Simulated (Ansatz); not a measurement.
## Trial structures of La2Zr3O: starts and ends

The calculation used DFT PBE, scalar-relativistic, plane waves, PAW in Ansatz. All cells share a 420 eV cutoff and Γ-centred k meshes spaced at most about 0.3 Å⁻¹ (about 0.25 or finer for metals, 2π included). No spin polarisation in the final relaxations.

Each guess was relaxed in cell and atoms at zero pressure, within the symmetry of its start. All energies are static (0 K, no zero-point motion). Coordination counts La or Zr atoms around O (for each partner element, those within 1.25 times its shortest distance or 1.15 times the sum of covalent radii, where it is the nearest in units of that sum or under 1.3).

| guess | made from | start group | V start (Å³/atom) | end group | V end (Å³/atom) | coordination at the end | gap on mesh (eV) | E over the lowest end (meV/atom) |
| --- | --- | --- | --- | --- | --- | --- | --- | --- |
| 1 | YCo3B2 type | P6/mmm | 18.5 | ? | ? | ? | ? | ? |
| 2 | Ce2Al3Fe type | R-3m | 20.0 | R-3m | 22.5 | O 6 | 0 | 0 |
| 3 | Ce2NiGe3 type | P-6m2 | 19.4 | P-6m2 | 24.6 | O 9 | 0 | 214 |
| 4 | NaSn2Pd3 type | P6mm | 20.6 | P6/mmm | 26.7 | O 6 | 0 | 503 |

Guess 1 as it starts:

```
La Zr O
1.0
     6.03628    0.00000    0.00000
    -3.01814    5.22757    0.00000
     0.00000    0.00000    3.51343
La Zr O
2 3 1
Direct
  0.33333 0.66667 0.00000
  0.66667 0.33333 0.00000
  0.50000 0.00000 0.50000
  0.50000 0.50000 0.50000
  0.00000 0.50000 0.50000
  0.00000 0.00000 0.00000
```

Question: Fill in the missing row: what does this guess relax into, and where does it rank?

Answer: It ends in space group P6/mmm (No. 191), with a = 5.446 Å, c = 6.269 Å, 26.8 Å³/atom and no gap; its coordination is O 6. It lies 0.74 eV/atom over the lowest end, above guess 4 and so the highest of the set. Counting La or Zr atoms around O, this end and the lowest (guess 2) both have O 6.

```cif
data_structure
_symmetry_space_group_name_H-M 'P6/mmm'
_symmetry_Int_Tables_number 191
_cell_length_a 5.4465
_cell_length_b 5.4465
_cell_length_c 6.2691
_cell_angle_alpha 90.000
_cell_angle_beta 90.000
_cell_angle_gamma 120.000
_cell_volume 161.05
loop_
_atom_site_label
_atom_site_type_symbol
_atom_site_symmetry_multiplicity
_atom_site_Wyckoff_symbol
_atom_site_fract_x
_atom_site_fract_y
_atom_site_fract_z
_atom_site_occupancy
La1 La 2 c 0.33333 0.66667 0.00000 1
Zr1 Zr 3 g 0.50000 0.00000 0.50000 1
O1 O 1 a 0.00000 0.00000 0.00000 1
```

Energies over the elements count from the elements' standard structures at the same level (O₂ as a molecule), with no fitted energy shifts.

Question: Is the lowest end bound against the elements?

Answer: Yes: its formation energy is −0.07 eV/atom. Whether it is stable depends on the other phases of the system, which aren't compared here.

A magnetic state wasn't ruled out in cells without spin, among them R-3m. Cells relaxed within their symmetry can be saddle points. A lower structure may well exist outside this small set. Some types were kept out of the candidates beforehand, so the set may lack a known form.
